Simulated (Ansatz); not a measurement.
Field gradients of Si₃N₄ from run to run

Cell of run 1: an entry of the Crystallography Open Database (COD).

Space group P6_3/m (No. 176); a = 7.6374, c = 2.9220 Å, γ = 120.00°.

```
site  Wyckoff  site symmetry       x       y       z
  Si       6h            m..  0.1921  0.7662  0.2500
  N7       2c           -6..  0.3333  0.6667  0.2500
  N9       6h            m..  0.3395  0.0354  0.2500
```

One atom of each set is listed.

Relaxed positions (PBE, cell held):

Si (0.1745, 0.7684, 0.2500)
N7 (0.3333, 0.6667, 0.2500)
N9 (0.3299, 0.0304, 0.2500)

All runs are DFT with Ansatz 0.2.0 (plane waves and PAW, scalar-relativistic unless spin–orbit coupling is named, Γ-centred meshes, Fermi–Dirac smearing where given) in this cell.

Run 1: PBE, atoms as given; 420 eV, 4×4×9 k-points, smearing 0.02 eV.
Run 2: PBE, atoms relaxed; 420 eV, 4×4×9 k-points, smearing 0.02 eV.
Run 3: r2SCAN, at the relaxed atoms; 500 eV, 4×4×9 k-points, smearing 0.02 eV.
Run 4: PBE, gradients read without the response of the cores, at the relaxed atoms; 420 eV, 4×4×9 k-points, smearing 0.02 eV.

```csv
run,Si V_zz (η),N7 V_zz (η),N9 V_zz (η)
1,-3.78 (0.16),-2.93 (0.00),-5.93 (0.22)
2,?,?,?
3,0.96 (0.44),-5.09 (0.00),-5.07 (0.08)
4,0.88 (0.32),-5.22 (0.00),-5.28 (0.07)
```

V_zz in 10²¹ V/m².

(1) Estimate the row of run 2.

Answers

(1) Si: 0.96 (0.47); N7: -5.02 (0.00); N9: -5.08 (0.07). It lies nearest to run 3, from whose tensors on these sites it differs by 0.07 at most (largest principal value of the difference, on N7). Taken one at a time, the positions of the atoms (as given or relaxed) move the tensors on these sites by up to 3.08 (largest principal value of the change, on Si), the response of the cores by 0.20 (N9), the functional (r2SCAN with its higher cutoff) by 0.07 (N7). On some sites the largest principal value moves to another axis from run to run, and the sign of V_zz can flip with it. On N9 V_xx and V_yy change places between runs (or their axes turn by over 50°), so η hides a larger change.

The database positions were far from equilibrium, so the relaxed structure may not be the compound's real one. In run 1 the atoms aren't at the calculated equilibrium (largest force 7.4 eV/Å). The cell isn't the equilibrium one in run 1 (calculated pressure 8 GPa, with larger principal stresses), and the entry's cell may itself be off. Run 1: The database positions are far from the calculated equilibrium, so these values describe the entry as written and may be far from the real compound's.
